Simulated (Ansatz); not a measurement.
MgO (rock salt, Fm-3m), a = 4.2540 Å, b = 4.2540 Å, c = 4.2540 Å, α = 90.00°, β = 90.00°, γ = 90.00°; the cell used has 2 atoms.

Relaxed with PBE.

Task: Decompose the optical modes at the zone centre into irreducible representations, and say which are infrared and Raman allowed.

Result: Point group m-3m: Γ_opt = T1u. Infrared: T1u. Raman: none.

Task: Assign frequencies (DFPT, PBE in the plane-wave PAW code Ansatz; without the LO–TO term).

Result: T1u 365 cm⁻¹.

The cell was relaxed with PBE under the symmetry of its start; phonons on a q-mesh show no instability.

Potentials: the later of the program's two PAW sets.
